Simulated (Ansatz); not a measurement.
In plane-wave PAW r²SCAN (Ansatz code), BN in the cubic phase (Pm-3n; B on 6c, N on 6d) relaxes to a = 4.420 Å. Its formation energy from the elements is -1.01 eV/atom, with no fitted shifts.

It is gapped at this level: 4.76 eV (indirect). The valence maximum lies at Γ and the conduction minimum on the Γ–X line, 82 % of the way from Γ (6 equivalent valleys). The screened hybrid HSE06 puts the gap at 5.88 eV. The electron mass is 0.52, 0.52, 0.62 mₑ (principal values).

An equation-of-state fit gives a bulk modulus of 307 GPa. The relaxed-ion elastic constants in GPa are C11 = 742, C12 = 90.0, C44 = 201. The elastic constants imply a Debye temperature near 1570 K. Bader charges are B +2.26, N -2.26 e.

The start of the workflow was typed in or built on a structure type; neither database checked (COD, Materials Project) lists it. It is not the phase usual at ambient conditions (space group No. 186, 194, 216). The cell was relaxed with r²SCAN under the symmetry of its start; its stability against distortions is not shown here. The references are the lowest solids computed at this level, not always the standard phases (solids in place of the gases).

Potentials: the later of the program's two PAW sets.
